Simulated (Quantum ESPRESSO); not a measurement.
```cif
data_Ca4O4
_chemical_formula_sum 'O4 Ca4'
_space_group_name_H-M_alt 'Fm-3m'
_space_group_IT_number 225
_space_group_name_Hall '-F 4 2 3'
_cell_length_a 4.72955
_cell_length_b 4.72955
_cell_length_c 4.72955
_cell_angle_alpha 90.000
_cell_angle_beta 90.000
_cell_angle_gamma 90.000
loop_
_atom_site_label
_atom_site_type_symbol
_atom_site_symmetry_multiplicity
_atom_site_Wyckoff_symbol
_atom_site_fract_x
_atom_site_fract_y
_atom_site_fract_z
_atom_site_occupancy
O1 O 4 b 0.50000 0.50000 0.50000 1
Ca1 Ca 4 a 0.00000 0.00000 0.00000 1
```
(The calculation used a cell of 2 atoms; values per cell refer to that cell.)

The PBEsol cell relaxed from Materials Project entry mp-2605 was given an isotropic strain of -0.7 % on all lattice vectors, and the atoms were relaxed again.

Problem. What does PBEsol (Quantum ESPRESSO, PseudoDojo norm-conserving, 84 Ry, no spin-orbit coupling) give for the electronic structure near the Fermi level?

Solution. The PBEsol gap is indirect, 3.54 eV, from Γ to X; the smallest direct gap is 3.90 eV.
